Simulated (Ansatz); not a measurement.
Kick test of a cell of BeZn2O3

The cell was found from a proposed guess, not taken from experiment.

The calculation used Ansatz 0.2.0, DFT PBE, scalar-relativistic, plane waves, PAW. Cutoff 420 eV; k points 6×6×6 on the computed 12-atom cell (Γ-centred); Gaussian smearing, width 0.02 eV; no spin polarisation.

The cell below (12 atoms, space group Cmc2_1 (No. 36)) is relaxed within its symmetry.

```
Be Zn O
1.0
     4.64313   -2.67675    0.00000
     4.64313    2.67675    0.00000
     0.00000    0.00000    4.92376
Be Zn O
2 4 6
Direct
  0.84457 0.15543 0.99832
  0.15543 0.84457 0.49832
  0.48422 0.83523 0.00017
  0.83523 0.48422 0.50017
  0.51578 0.16477 0.50017
  0.16477 0.51578 0.00017
  0.83364 0.45916 0.09267
  0.54084 0.16636 0.09267
  0.12096 0.87904 0.15679
  0.45916 0.83364 0.59267
  0.16636 0.54084 0.59267
  0.87904 0.12096 0.65679
```

For the test it was strained at random (σ = 1.5 % a component), the atoms were moved at random (σ = 0.05 Å), and all was relaxed again on a coarse 4×4×4 mesh (in the run’s order of axes) with 0.10 eV smearing, with no symmetry imposed.

Question: Is the structure stable against such a distortion?

Answer: It returns, within 1 meV/atom of the unmoved cell on that mesh and with the same symmetry when read at 0.1 Å. No instability shows in this cell; modes of other wave vectors, which need another repeat, aren't tested.
